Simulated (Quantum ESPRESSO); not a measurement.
# GaTa3Al2In2: finding a planted mistake in a log

A calculation, not a measurement. The program is pw.x of Quantum ESPRESSO 7.5 (plane-wave density functional theory). The cell is made up: eight metal atoms on a hexagonal close-packed lattice, with elements, volume, strain and displacements drawn at random and not relaxed, so it may be unstable or far from any real phase. PseudoDojo standard norm-conserving files set the functional (PBE unless stated); there is no spin polarisation or spin-orbit coupling, the Fermi-Dirac width of 0.25 eV means electrons at about 2900 K, and the masses in the input are unused placeholders. Heavy elements are run without spin-orbit coupling, which real alloys of them have. A spin test at this wide smearing found no moment, but such smearing suppresses magnetism that the real alloy may have.

Intended input:

```
&control calculation='scf', pseudo_dir='./dojo.nc.sr.pbe.v0_5.standard.upf', outdir='./o', disk_io='minimal', tprnfor=.true., tstress=.true. /
&system ibrav=0, nat=8, ntyp=4, nbnd=55, ecutwfc=84.00895049, nosym=.true., tot_charge=0,
 occupations='smearing', smearing='fd', degauss=0.0183746611
/
&electrons conv_thr=1.470e-08, electron_maxstep=70, mixing_beta=0.5 /
ATOMIC_SPECIES
Al 1.0 Al.upf
Ga 1.0 Ga.upf
In 1.0 In.upf
Ta 1.0 Ta.upf
CELL_PARAMETERS angstrom
0.0078 -0.0271 4.9918
6.1389 -0.0181 0.0096
-3.0851 5.2387 -0.0339
ATOMIC_POSITIONS angstrom
Ga -0.1114 0.0008 0.105
Ta -1.5291 2.5423 -0.0128
Al 2.9829 -0.0539 -0.0678
Al 1.4116 2.7541 0.0865
In -0.1078 1.6725 2.3081
Ta -1.6324 4.3148 2.5254
In 3.036 1.8845 2.3941
Ta 1.4644 4.4619 2.5863
K_POINTS automatic
5 5 5 1 1 1
```

The log is shortened where brackets say so; the opening notice, blank lines, dates and the lines on written files are dropped, and the path of the files is cut. It prints rydbergs, bohrs and kilobars, and counts compression as positive stress. Its total energy is the free energy E - TS of the whole cell.

Log of the intended run:

```
     Program PWSCF v.7.5
     Parallel version (MPI & OpenMP), running on       4 processor cores
     Number of MPI processes:                 4
     Threads/MPI process:                     1
     [start-up lines left out]
     bravais-lattice index     =            0
     lattice parameter (alat)  =       9.4333  a.u.
     unit-cell volume          =    1081.4314 (a.u.)^3
     number of atoms/cell      =            8
     number of atomic types    =            4
     number of electrons       =        84.00
     number of Kohn-Sham states=           55
     kinetic-energy cutoff     =      84.0090  Ry
     charge density cutoff     =     336.0358  Ry
     scf convergence threshold =      1.5E-08
     mixing beta               =       0.5000
     number of iterations used =            8  plain     mixing
     Exchange-correlation= PBE
                           (   1   4   3   4   0   0   0)
     [axes and pseudopotential details left out]
   Cartesian axes
     site n.     atom                  positions (alat units)
         1        Ga     tau(   1) = (  -0.0223162   0.0001603   0.0210342  )
         2        Ta     tau(   2) = (  -0.3063175   0.5092871  -0.0025642  )
         3        Al     tau(   3) = (   0.5975505  -0.0107975  -0.0135821  )
         4        Al     tau(   4) = (   0.2827793   0.5517160   0.0173281  )
         5        In     tau(   5) = (  -0.0215951   0.3350441   0.4623709  )
         6        Ta     tau(   6) = (  -0.3270111   0.8643638   0.5059016  )
         7        In     tau(   7) = (   0.6081877   0.3775131   0.4795989  )
         8        Ta     tau(   8) = (   0.2933564   0.8938316   0.5181014  )
     number of k points=    63  Fermi-Dirac smearing, width (Ry)=  0.0184
                       cart. coord. in units 2pi/alat
        k(    1) = (   0.0815827   0.1439844   0.1006558), wk =   0.0320000
        k(    2) = (   0.0821439   0.3348986   0.1016914), wk =   0.0320000
     [further k points left out]
     Dense  grid:   112565 G-vectors     FFT dimensions: (  60,  72,  72)
     Estimated max dynamical RAM per process >     381.04 MB
     Estimated total dynamical RAM >       1.41 GB
     Initial potential from superposition of free atoms
     starting charge      83.9819, renormalised to      84.0000
     Starting wfcs are   65 randomized atomic wfcs
     total cpu time spent up to now is        6.8 secs
     per-process dynamical memory:   299.8 Mb
     Self-consistent Calculation
     iteration #  1     ecut=    84.01 Ry     beta= 0.50
     Davidson diagonalization with overlap
     ethr =  1.00E-02,  avg # of iterations =  3.0
     Threshold (ethr) on eigenvalues was too large:
     Diagonalizing with lowered threshold
     Davidson diagonalization with overlap
     ethr =  2.32E-04,  avg # of iterations =  6.5
     total cpu time spent up to now is       35.5 secs
     total energy              =    -818.49084810 Ry
     estimated scf accuracy    <       0.21521602 Ry
     iteration #  2     ecut=    84.01 Ry     beta= 0.50
     Davidson diagonalization with overlap
     ethr =  2.56E-04,  avg # of iterations =  2.2
     total cpu time spent up to now is       49.1 secs
     total energy              =    -818.48568256 Ry
     estimated scf accuracy    <       0.19175042 Ry
     [iterations 3 to 10 left out]
     iteration # 11     ecut=    84.01 Ry     beta= 0.50
     Davidson diagonalization with overlap
     ethr =  1.62E-10,  avg # of iterations =  3.4
     total cpu time spent up to now is      164.0 secs
     total energy              =    -818.53445562 Ry
     estimated scf accuracy    <       0.00000002 Ry
     iteration # 12     ecut=    84.01 Ry     beta= 0.50
     Davidson diagonalization with overlap
     ethr =  2.30E-11,  avg # of iterations =  2.8
     total cpu time spent up to now is      176.5 secs
     End of self-consistent calculation
     [lines on levels left out]
!    total energy              =    -818.53445562 Ry
     estimated scf accuracy    <          2.6E-09 Ry
     smearing contrib. (-TS)   =      -0.08182489 Ry
     internal energy E=F+TS    =    -818.45263073 Ry
     The total energy is F=E-TS. E is the sum of the following terms:
     one-electron contribution =    -255.91104306 Ry
     hartree contribution      =     178.78014198 Ry
     xc contribution           =    -214.82292760 Ry
     ewald contribution        =    -526.49880205 Ry
     convergence has been achieved in  12 iterations
     Forces acting on atoms (cartesian axes, Ry/au):
     atom    1 type  2   force =     0.00624548   -0.02793658   -0.02405352
     atom    2 type  4   force =    -0.01223848    0.05686835   -0.04224192
     atom    3 type  1   force =    -0.00379107   -0.00055378    0.01842540
     atom    4 type  1   force =     0.00928177    0.00941685   -0.01942559
     atom    5 type  3   force =     0.04548798    0.03027380    0.04767016
     atom    6 type  4   force =     0.01961490    0.00311649   -0.00533891
     atom    7 type  3   force =    -0.04443082   -0.03656924    0.01865807
     atom    8 type  4   force =    -0.02016976   -0.03461588    0.00630631
     Total force =     0.135860     Total SCF correction =     0.000160
     Computing stress (Cartesian axis) and pressure
          total   stress  (Ry/bohr**3)                   (kbar)     P=      -71.63
  -0.00059038   0.00002771   0.00000918          -86.85        4.08        1.35
   0.00002771  -0.00047973  -0.00007403            4.08      -70.57      -10.89
   0.00000918  -0.00007403  -0.00039069            1.35      -10.89      -57.47
     init_run     :      6.40s CPU      6.66s WALL (       1 calls)
     electrons    :    168.73s CPU    169.72s WALL (       1 calls)
     forces       :      2.47s CPU      2.49s WALL (       1 calls)
     stress       :      8.72s CPU      8.93s WALL (       1 calls)
     [timing details left out]
     PWSCF        :   3m 6.44s CPU   3m 7.93s WALL
     JOB DONE.
```

A second run was made from an input with one planted mistake. Its log:

```
     Program PWSCF v.7.5
     Parallel version (MPI & OpenMP), running on       4 processor cores
     Number of MPI processes:                 4
     Threads/MPI process:                     1
     [start-up lines left out]
     bravais-lattice index     =            0
     lattice parameter (alat)  =       9.6105  a.u.
     unit-cell volume          =    1143.5727 (a.u.)^3
     number of atoms/cell      =            8
     number of atomic types    =            4
     number of electrons       =        84.00
     number of Kohn-Sham states=           55
     kinetic-energy cutoff     =      84.0090  Ry
     charge density cutoff     =     336.0358  Ry
     scf convergence threshold =      1.5E-08
     mixing beta               =       0.5000
     number of iterations used =            8  plain     mixing
     Exchange-correlation= PBE
                           (   1   4   3   4   0   0   0)
     [axes and pseudopotential details left out]
   Cartesian axes
     site n.     atom                  positions (alat units)
         1        Ga     tau(   1) = (  -0.0223176   0.0001573   0.0210395  )
         2        Ta     tau(   2) = (  -0.3063110   0.5092927  -0.0025562  )
         3        Al     tau(   3) = (   0.5975601  -0.0107950  -0.0135872  )
         4        Al     tau(   4) = (   0.2827743   0.5517255   0.0173231  )
         5        In     tau(   5) = (  -0.0215900   0.3350387   0.4623766  )
         6        Ta     tau(   6) = (  -0.3270162   0.8643680   0.5059106  )
         7        In     tau(   7) = (   0.6081978   0.3775109   0.4796015  )
         8        Ta     tau(   8) = (   0.2933530   0.8938429   0.5181017  )
     number of k points=    63  Fermi-Dirac smearing, width (Ry)=  0.0184
                       cart. coord. in units 2pi/alat
        k(    1) = (   0.0815808   0.1439814   0.1006563), wk =   0.0320000
        k(    2) = (   0.0821409   0.3348928   0.1016915), wk =   0.0320000
     [further k points left out]
     Dense  grid:   118943 G-vectors     FFT dimensions: (  60,  72,  72)
     Estimated max dynamical RAM per process >     400.81 MB
     Estimated total dynamical RAM >       1.48 GB
     Initial potential from superposition of free atoms
     starting charge      83.9819, renormalised to      84.0000
     Starting wfcs are   65 randomized atomic wfcs
     total cpu time spent up to now is        7.1 secs
     per-process dynamical memory:   315.3 Mb
     Self-consistent Calculation
     iteration #  1     ecut=    84.01 Ry     beta= 0.50
     Davidson diagonalization with overlap
     ethr =  1.00E-02,  avg # of iterations =  2.9
     Threshold (ethr) on eigenvalues was too large:
     Diagonalizing with lowered threshold
     Davidson diagonalization with overlap
     ethr =  2.13E-04,  avg # of iterations =  6.5
     total cpu time spent up to now is       37.3 secs
     total energy              =    -818.45813842 Ry
     estimated scf accuracy    <       0.20343921 Ry
     iteration #  2     ecut=    84.01 Ry     beta= 0.50
     Davidson diagonalization with overlap
     ethr =  2.42E-04,  avg # of iterations =  2.3
     total cpu time spent up to now is       51.1 secs
     total energy              =    -818.44519501 Ry
     estimated scf accuracy    <       0.18401314 Ry
     [iterations 3 to 10 left out]
     iteration # 11     ecut=    84.01 Ry     beta= 0.50
     Davidson diagonalization with overlap
     ethr =  2.18E-10,  avg # of iterations =  4.0
     total cpu time spent up to now is      168.9 secs
     total energy              =    -818.49492797 Ry
     estimated scf accuracy    <       0.00000003 Ry
     iteration # 12     ecut=    84.01 Ry     beta= 0.50
     Davidson diagonalization with overlap
     ethr =  3.14E-11,  avg # of iterations =  2.3
     total cpu time spent up to now is      181.6 secs
     End of self-consistent calculation
     [lines on levels left out]
!    total energy              =    -818.49492797 Ry
     estimated scf accuracy    <          3.5E-09 Ry
     smearing contrib. (-TS)   =      -0.08777100 Ry
     internal energy E=F+TS    =    -818.40715697 Ry
     The total energy is F=E-TS. E is the sum of the following terms:
     one-electron contribution =    -270.35541547 Ry
     hartree contribution      =     183.24937445 Ry
     xc contribution           =    -214.51723879 Ry
     ewald contribution        =    -516.78387716 Ry
     convergence has been achieved in  12 iterations
     Forces acting on atoms (cartesian axes, Ry/au):
     atom    1 type  2   force =     0.00255361   -0.02468426   -0.02073728
     atom    2 type  4   force =    -0.00812270    0.05322206   -0.03415407
     atom    3 type  1   force =    -0.00163603   -0.00391418    0.01386514
     atom    4 type  1   force =     0.00583942    0.01206055   -0.01592926
     atom    5 type  3   force =     0.03585351    0.02571009    0.03955645
     atom    6 type  4   force =     0.01558338   -0.00507783   -0.00422870
     atom    7 type  3   force =    -0.03490653   -0.02829294    0.01507385
     atom    8 type  4   force =    -0.01516466   -0.02902349    0.00655389
     Total force =     0.113638     Total SCF correction =     0.000186
     Computing stress (Cartesian axis) and pressure
          total   stress  (Ry/bohr**3)                   (kbar)     P=     -113.14
  -0.00086050   0.00002326   0.00000631         -126.58        3.42        0.93
   0.00002326  -0.00076800  -0.00005949            3.42     -112.98       -8.75
   0.00000631  -0.00005949  -0.00067886            0.93       -8.75      -99.86
     init_run     :      6.62s CPU      6.91s WALL (       1 calls)
     electrons    :    173.68s CPU    174.46s WALL (       1 calls)
     forces       :      2.59s CPU      2.60s WALL (       1 calls)
     stress       :      9.13s CPU      9.32s WALL (       1 calls)
     [timing details left out]
     PWSCF        :   3m12.24s CPU   3m13.55s WALL
     JOB DONE.
```

Question: the log repeats what the program read. Compare it with the intended run: what was wrong in the second input?

Answer: the cell and the positions are scaled by a wrong factor. The input lines that differ:

```
- 0.0078 -0.0271 4.9918
- 6.1389 -0.0181 0.0096
- -3.0851 5.2387 -0.0339
+ 0.0079 -0.0276 5.0856
+ 6.2543 -0.0184 0.0098
+ -3.1431 5.3372 -0.0345
- Ga -0.1114 0.0008 0.105
- Ta -1.5291 2.5423 -0.0128
- Al 2.9829 -0.0539 -0.0678
- Al 1.4116 2.7541 0.0865
- In -0.1078 1.6725 2.3081
- Ta -1.6324 4.3148 2.5254
- In 3.036 1.8845 2.3941
- Ta 1.4644 4.4619 2.5863
+ Ga -0.1135 0.0008 0.107
+ Ta -1.5578 2.5901 -0.013
+ Al 3.039 -0.0549 -0.0691
+ Al 1.4381 2.8059 0.0881
+ In -0.1098 1.7039 2.3515
+ Ta -1.6631 4.3959 2.5729
+ In 3.0931 1.9199 2.4391
+ Ta 1.4919 4.5458 2.6349
```

```
                                            intended run  run with the mistake
                          free energy (eV)    -11136.729            -11136.191
         entropy term -TS, part of it (eV)        -1.113                -1.194
                            pressure (GPa)         -7.16                -11.31
size of the largest force component (eV/Å)         1.462                 1.368
largest change of a force component (eV/Å)                               0.248
                                iterations            12                    12
```

For scale, a rerun of the intended cell at a higher cutoff and on a denser mesh moved values by no more than 0.002 eV in energy, 0.03 GPa in stress and 0.010 eV/Å in force, and a second program with other atomic files agreed on that cell to 2 % rms in force and 0.5 GPa in pressure.